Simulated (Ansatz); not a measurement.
# Notes on Tl

```
Tl
1.0
     3.43249    0.00000    0.00000
    -1.71624    2.97262    0.00000
     0.00000    0.00000    5.48741
Tl
2
Direct
  0.33333 0.66667 0.25000
  0.66667 0.33333 0.75000
```

The numbers come from plane-wave PAW DFT (Ansatz): PBE, spin-orbit coupling, 420 eV, 11×11×6 Γ-centred k points, fermi-dirac occupations (width 0.0223 eV). Nothing was relaxed.

The state carries no moments; the state need not be the lowest.

Task: What does the stress say?

Result: The pressure is 3.5 GPa (compression positive), so with the atoms held at these fractions the cell would first expand.

Task: Metal or insulator?

Result: It is a metal, with about 0.79 states/eV a cell as the mean within 0.25 eV of the Fermi level, mostly Tl p (72 %) and Tl s (26 %).

Origin: a database entry at a rescaled volume.
